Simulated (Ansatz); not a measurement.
# TiO2, first-principles data

TiO2:
```
CELL_PARAMETERS angstrom
      4.80445     0.00000     0.00000
      0.00000     4.86676     0.00000
     -0.86515     0.00000     4.96648
ATOMIC_POSITIONS crystal
  Ti 0.27700 0.44548 0.71460
  Ti 0.72300 0.55452 0.28540
  Ti 0.72300 0.94548 0.78540
  Ti 0.27700 0.05452 0.21460
  O  0.44635 0.74204 0.96328
  O  0.55365 0.25796 0.03672
  O  0.55365 0.24204 0.53672
  O  0.44635 0.75796 0.46328
  O  0.06348 0.32225 0.35236
  O  0.93652 0.67775 0.64764
  O  0.93652 0.82225 0.14764
  O  0.06348 0.17775 0.85236
```

Space group P2_1/c (No. 14); conventional cell a = 4.804 Å, b = 4.867 Å, c = 5.041 Å, α = γ = 90.00°, β = 99.88°.

Method: plane-wave PAW r²SCAN (Ansatz code). The cell and atoms are relaxed at this level. Other levels are named where they apply.

Cell and energy:

```
Quantity                                                       Value
-----------------------------------------------------  -------------
Volume per atom                                              9.68 Å³
Density                                                   4.57 g/cm³
Formation energy from the elements (no fitted shifts)  -3.25 eV/atom
```

Electronic structure:

```
Quantity                                                                                                  Result
----------------------------------------  ----------------------------------------------------------------------
Band gap                                                                                      2.70 eV (indirect)
Valence-band maximum                                                                                        at Γ
Conduction-band minimum                   at Y2 (k = 0.500, 0.000, 0.000 in fractions of the reciprocal vectors)
Smallest direct gap on the standard path                                                                 2.81 eV
Electron effective mass                                                       1.6, 1.6, 13 mₑ (principal values)
Hole effective mass                                                  0.49 along x, 2.9 along y, 2.5 along z (mₑ)
HSE06 gap on the r²SCAN cell                                                                             3.84 eV
```

Mechanics:

```
Quantity                                                                                                                                                                                   Result
--------------------------------------------  ---------------------------------------------------------------------------------------------------------------------------------------------------
Elastic constants (relaxed ions, GPa)         C11 = 361, C22 = 400, C33 = 287, C12 = 141, C13 = 68.5, C23 = 137, C44 = 63.6, C55 = 100, C66 = 125, C15 = 59.3, C25 = 10.9, C35 = -12.3, C46 = 0.2
Mechanical stability                                                                                                                                       stable (all eigenvalues of C positive)
Hill bulk and shear moduli                                                                                                                                                       187 and 98.7 GPa
Young's modulus                                                                                                                                                                           252 GPa
Poisson's ratio                                                                                                                                                                              0.28
Debye temperature from the elastic constants                                                                                                                                                723 K
```

Dielectric response:

```
Property                                                                            Value
--------------------------------------------------------  -------------------------------
Electronic dielectric constant ε∞ (DFPT)                  6.96 (xx), 7.19 (yy), 6.51 (zz)
Static dielectric constant ε0 (ions relaxed, cell fixed)  29.6 (xx), 28.5 (yy), 20.8 (zz)
Born charges (a third of the trace)                          Ti +5.46, O -2.83 to -2.63 e
```

Phonons:

```
Item                                                                 Value
--------------------------------------------------  ----------------------
Highest zone-centre frequency (without LO–TO term)                795 cm⁻¹
Zone-centre stability                               no imaginary mode at Γ
```

Charges:

```
Item                                 Result
-------------  ----------------------------
Bader charges  Ti +2.34, O -1.21 to -1.13 e
```

The workflow started from a Materials Project entry (that database holds measured and hypothetical structures alike); the Crystallography Open Database files this formula in space group No. 14, but the cells were not matched. It is not the phase usual at ambient conditions (space group No. 61, 136, 141). Symmetry was held in the r²SCAN relaxation. The run is not spin-polarised. The references are the lowest solids computed at this level, not always the standard phases (solids in place of the gases).

Potentials: the earlier of the program's two PAW sets.
